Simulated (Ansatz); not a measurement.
An Ansatz (a first-principles code) run. Input:

Ansatz 0.2 input:
```yaml
crystal:
  lattice:
    - [-5.4711776898, 5.4711776898, 5.4711776898]
    - [5.4711776898, -5.4711776898, 5.4711776898]
    - [5.4711776898, 5.4711776898, -5.4711776898]
  atoms:
    - { symbol: As, position: [0.0, 0.0, 0.0] }
    - { symbol: Si, position: [0.5, 0.5, 0.0] }
    - { symbol: Si, position: [0.5, 0.0, 0.5] }
    - { symbol: Si, position: [0.0, 0.5, 0.5] }
    - { symbol: Si, position: [0.2502184283, 0.0, 0.5003482351] }
    - { symbol: Si, position: [0.7498701932, 0.4996517649, 0.4996517649] }
    - { symbol: Si, position: [0.7416950552, 0.0, 0.0] }
    - { symbol: Si, position: [0.2502184283, 0.5003482351, 0.0] }
    - { symbol: Si, position: [0.0, 0.7507300557, 0.2521097889] }
    - { symbol: Si, position: [0.5013797332, 0.2492699443, 0.2492699443] }
    - { symbol: Si, position: [0.4986202668, 0.7478902111, 0.7478902111] }
    - { symbol: Si, position: [0.0, 0.2521097889, 0.7507300557] }
    - { symbol: Si, position: [0.2583049448, 0.2583049448, 0.2583049448] }
    - { symbol: Si, position: [0.7497815717, 0.7497815717, 0.2501298068] }
    - { symbol: Si, position: [0.7497815717, 0.2501298068, 0.7497815717] }
    - { symbol: Si, position: [0.2501298068, 0.7497815717, 0.7497815717] }
    - { symbol: Si, position: [0.7507300557, 0.0, 0.2521097889] }
    - { symbol: Si, position: [0.2492699443, 0.5013797332, 0.2492699443] }
    - { symbol: Si, position: [0.2521097889, 0.0, 0.7507300557] }
    - { symbol: Si, position: [0.7478902111, 0.4986202668, 0.7478902111] }
    - { symbol: Si, position: [0.4996517649, 0.4996517649, 0.7498701932] }
    - { symbol: Si, position: [0.0, 0.0, 0.7416950552] }
    - { symbol: Si, position: [0.0, 0.5003482351, 0.2502184283] }
    - { symbol: Si, position: [0.5003482351, 0.0, 0.2502184283] }
    - { symbol: Si, position: [0.2492699443, 0.2492699443, 0.5013797332] }
    - { symbol: Si, position: [0.7478902111, 0.7478902111, 0.4986202668] }
    - { symbol: Si, position: [0.7507300557, 0.2521097889, 0.0] }
    - { symbol: Si, position: [0.2521097889, 0.7507300557, 0.0] }
    - { symbol: Si, position: [0.0, 0.2502184283, 0.5003482351] }
    - { symbol: Si, position: [0.4996517649, 0.7498701932, 0.4996517649] }
    - { symbol: Si, position: [0.5003482351, 0.2502184283, 0.0] }
    - { symbol: Si, position: [0.0, 0.7416950552, 0.0] }
kpoints:
  mp_grid: { grid: [11, 11, 11] }
hamiltonian:
  xc: pbe
  pseudopotentials: { kind: paw }
scf:
  occupations: { method: fermi_dirac, width: 0.1 }
elastic: { mode: relaxed_ion, stencil: two_point, amplitude: 0.005, f_tol: 0.0005 }
```

Output (shortened):

```
Pseudopotentials: kind: paw
Pseudopotential: As, paw, valence charge 15
Pseudopotential: Si, paw, valence charge 4
Functional definition: PBE
Crystal: 32 atoms, lattice volume = 655.092 Å³
Basis set: ecut = 420 eV, 12839 PW (Γ), exchange–correlation on 128×128×128 points (8 copies of the dense FFT grid, shifted against one another)
Bands: 102, of which v1, the nominal top of the filled ones, is band 70 counted from 1 (69 counted from 0)
Symmetry: 24 space group operations
Space group: I-43m (ITA 217), of the structure as read, at distance tolerance 8.7e-5 Å
k-points: 56 of 1331 (time reversal used)
Initial wavefunctions: pseudopotential atomic-orbital guess
Eigensolver: davidson
Functional: x = pbe(κ = 0.804, μ = 0.2195149727645171), c = pbe(β = 0.06672455060314922)
all-band conjugate gradients solve this SCF's bands
the band table was not solved further: it holds the bands as the self-consistency loop left them (on a frozen-density pass, as that pass's own solve left …
SCF 1 converged in 12 iterations: F = -24565.846782 eV  dr2 = 9.43e-14
relax step   1: F+E_penalty+E_count = -24565.84678209 eV  Δ(F+E_penalty+E_count) = +0.000e0 eV  max|allowed force component| = 3.145e-3 eV/Å  Δτ_max = 0.0000 Å  (12 SCF iters, accepted)
Crystal: 32 atoms, lattice volume = 655.092 Å³
Initial density: handed on by an earlier stage of this run
Initial wavefunctions: pseudopotential atomic-orbital guess (no wavefunctions were taken with the density)
[...]
  atom  31  Si     0.00002974    -0.00002974     0.00005010
  atom  32  Si     0.00003550    -0.00003550     0.00003550
  max |Σ_I F_I| component: 3.38e-17 eV/Å
--- Stress (GPa, compression-positive) ---
        0.033568       0.000000       0.000000
        0.000000       0.033568       0.000000
        0.000000       0.000000       0.033568
  P = ⅓ Tr σ = 0.0336 GPa (0.336 kbar)
  The stress holds the Pulay correction. Without it, at fixed plane waves, as pw.x and ABINIT print it: P = 0.0120 GPa
  The stress includes an estimate of the error left by incomplete SCF convergence (largest component 0.0000 GPa).
--- Band table (eV; the first three rows and the last of 56) ---
  k-point 0: bands = ["-29.7452", "-29.7452", "-29.7452", "-29.7369", "-29.7369", "-6.2882", "-5.2099", "-3.7607", "-3.7607", "-3.7607", "-3.6709", "-3.6709", "-3.6709", "-3.6699", "-3.6699", "-3.6699", "-3.6284", "-3.6284", "-2.0763", "-1.6518", "-1.6518", …
  k-point 1: bands = ["-29.7452", "-29.7452", "-29.7452", "-29.7369", "-29.7369", "-6.2813", "-5.2096", "-3.9802", "-3.8734", "-3.8581", "-3.8093", "-3.7426", "-3.6774", "-3.5932", "-3.5366", "-3.5142", "-3.4811", "-3.3617", "-2.2001", "-1.9707", "-1.7461", …
  k-point 2: bands = ["-29.7452", "-29.7452", "-29.7452", "-29.7369", "-29.7369", "-6.2623", "-5.2068", "-4.2438", "-3.9958", "-3.9791", "-3.9336", "-3.7555", "-3.6255", "-3.4783", "-3.3560", "-3.3309", "-3.2985", "-3.0489", "-2.4346", "-2.2831", "-1.7739", …
  k-point 55: bands = ["-29.7452", "-29.7452", "-29.7452", "-29.7369", "-29.7369", "-6.1518", "-4.7666", "-4.6383", "-4.6383", "-4.5820", "-4.4522", "-3.8050", "-3.4286", "-3.4283", "-3.4283", "-2.4460", "-1.7005", "-1.7005", "-1.6421", "-1.6184", "-1.4988", …
  band table: 102 bands, the self-consistency loop's own, not solved further and not probed for missing levels
--- Elastic constants: 2 strain directions × 2 members + reference (group order 24) ---
  dense FFT box of the reference and of every strained cell: 64×64×64
  strains applied: 11, 23; error gains: componentwise 1.00 (the most a stress slope's error grows in a printed constant), spectral 1.73 (1 for all six strains …
  reference relaxed by the batch: 3 steps …
  largest displacement 3.8e-4 Å; the constants are those of the deck's cell at these positions:
  atoms:
    - { symbol: As, position: [0.0, 0.0, 0.0] }
    - { symbol: Si, position: [0.5, 0.5, 0.0] }
    - { symbol: Si, position: [0.5, 0.0, 0.5] }
    - { symbol: Si, position: [0.0, 0.5, 0.5] }
    - { symbol: Si, position: [0.2502402694970327, 0.0, 0.5003275708916856] }
    - { symbol: Si, position: [0.7499126986053473, 0.49967242910831444, 0.49967242910831444] }
    - { symbol: Si, position: [0.7416697001669774, 0.0, 0.0] }
    - { symbol: Si, position: [0.2502402694970327, 0.5003275708916856, 0.0] }
    - { symbol: Si, position: [0.0, 0.7507162243991177, 0.25206700250724] }
    - { symbol: Si, position: [0.5013507781081221, 0.2492837756008821, 0.24928377560088205] }
    - { symbol: Si, position: [0.49864922189187777, 0.7479329974927598, 0.7479329974927598] }
    - { symbol: Si, position: [0.0, 0.25206700250724, 0.7507162243991177] }
    - { symbol: Si, position: [0.2583302998330226, 0.2583302998330226, 0.2583302998330226] }
    - { symbol: Si, position: [0.7497597305029672, 0.7497597305029672, 0.2500873013946528] }
    - { symbol: Si, position: [0.7497597305029672, 0.25008730139465274, 0.7497597305029672] }
    - { symbol: Si, position: [0.25008730139465274, 0.7497597305029672, 0.7497597305029672] }
    - { symbol: Si, position: [0.7507162243991177, 0.0, 0.25206700250724] }
    - { symbol: Si, position: [0.2492837756008821, 0.5013507781081221, 0.24928377560088205] }
    - { symbol: Si, position: [0.25206700250724, 0.0, 0.7507162243991177] }
    - { symbol: Si, position: [0.7479329974927598, 0.49864922189187777, 0.7479329974927598] }
    - { symbol: Si, position: [0.49967242910831444, 0.49967242910831444, 0.7499126986053473] }
    - { symbol: Si, position: [0.0, 0.0, 0.7416697001669774] }
    - { symbol: Si, position: [0.0, 0.5003275708916856, 0.2502402694970327] }
    - { symbol: Si, position: [0.5003275708916856, 0.0, 0.2502402694970327] }
    - { symbol: Si, position: [0.24928377560088205, 0.24928377560088205, 0.5013507781081221] }
    - { symbol: Si, position: [0.7479329974927598, 0.7479329974927598, 0.49864922189187777] }
    - { symbol: Si, position: [0.7507162243991177, 0.25206700250724, 0.0] }
    - { symbol: Si, position: [0.25206700250724, 0.7507162243991177, 0.0] }
    - { symbol: Si, position: [0.0, 0.2502402694970327, 0.5003275708916856] }
    - { symbol: Si, position: [0.49967242910831444, 0.7499126986053473, 0.49967242910831444] }
    - { symbol: Si, position: [0.5003275708916856, 0.2502402694970327, 0.0] }
    - { symbol: Si, position: [0.0, 0.7416697001669774, 0.0] }
  C = ∂σ_k/∂η_j (tension-positive GPa; Voigt order 11 22 33 23 13 12):
       135.568     63.826     63.826      0.000      0.000      0.000
        63.826    135.568     63.826      0.000      0.000      0.000
        63.826     63.826    135.568      0.000      0.000      0.000
         0.000      0.000      0.000     58.500      0.000      0.000
         0.000      0.000      0.000      0.000     58.500      0.000
         0.000      0.000      0.000      0.000      0.000     58.500
  reference stress σ⁰ (GPa):     -0.034     -0.034     -0.034      0.000      0.000      0.000
  moduli (Voigt/Reuss/Hill, GPa): K = 87.74/87.74/87.74   G = 49.45/46.71/48.08   E = 121.96   ν = 0.268
  mechanically stable: yes (min eigenvalue of sym C = 58.50 GPa)
  strain η (Voigt 11):  stress-route row diagonal C_11 = 135.57 GPa, energy-path curvature d²(F+E_count+ΔE)/dδ²/Ω₀ = 135.56 GPa
         δ    σ_11 (GPa)             F (eV)   n_scf  n_hpsi   n_pw
    -5.000e-3      -0.7125      -24565.8391733      10  241886  12776   relax 2 steps, max|allowed force component| 4.56e-4 eV/Å
     5.000e-3       0.6432      -24565.8405628      10  237362  12903   relax 2 steps, max|allowed force component| 1.07e-4 eV/Å
  strain η (Voigt 23):  stress-route row diagonal C_44 = 58.50 GPa, energy-path curvature d²(F+E_count+ΔE)/dδ²/Ω₀ = 58.50 GPa
         δ    σ_23 (GPa)             F (eV)   n_scf  n_hpsi   n_pw
    -5.000e-3      -0.2925      -24565.8438063      10  415373  12840   relax 4 steps, max|allowed force component| 2.16e-4 eV/Å
     5.000e-3       0.2925      -24565.8438063      10  415493  12840   relax 3 steps, max|allowed force component| 1.98e-4 eV/Å
  device         0  21.52 GiB
```

The start of the workflow was typed in or built on a structure type; neither database checked (COD, Materials Project) lists it. Whether it is the stable phase at ambient conditions was not checked. The PBE relaxation kept the symmetry of its start; whether a distortion lowers the energy is not shown. Spin–orbit coupling is left out wherever it is not named.

Potentials: the later of the program's two PAW sets.

Ansatz is a plane-wave DFT program.
